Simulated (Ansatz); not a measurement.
Data sheet: TiZn (DFT)

TiZn:
```
CELL_PARAMETERS angstrom
      3.12080     0.00000     0.00000
      0.00000     3.12080     0.00000
      0.00000     0.00000     3.12080
ATOMIC_POSITIONS crystal
  Ti 0.50000 0.50000 0.50000
  Zn 0.00000 0.00000 0.00000
```

Space group Pm-3m (No. 221), CsCl type; conventional cell a = b = c = 3.1208 Å, α = β = γ = 90.00°.

Method: the program Ansatz at the r²SCAN level (PAW). Structure relaxed to zero pressure with the same functional. Other levels are named where they apply.

### Cell and energy

| Property | Value |
|---|---|
| Volume per atom | 15.20 Å³ |
| Density | 6.19 g/cm³ |
| Formation energy from the elements (no fitted shifts) | -0.23 eV/atom |

### Electronic structure

| Item | Result |
|---|---|
| Electronic character | metallic (no gap) |
| Density of states at the Fermi level | 0.13 states/eV per atom (mean over ±0.08 eV) |

The first step of the workflow began from a Materials Project structure, measured or hypothetical; the Crystallography Open Database copy checked does not list it. With Ti and Zn taken as one species the cell has the higher symmetry Im-3m, so it may be an ordered model of a mixed-site phase. Whether it is the stable phase at ambient conditions was not checked. The r²SCAN relaxation kept the symmetry of its start; its stability against distortions is not shown here. The run is not spin-polarised. The references are the lowest solids computed at this level, not always the standard phases.

Potentials: the later of the program's two PAW sets.
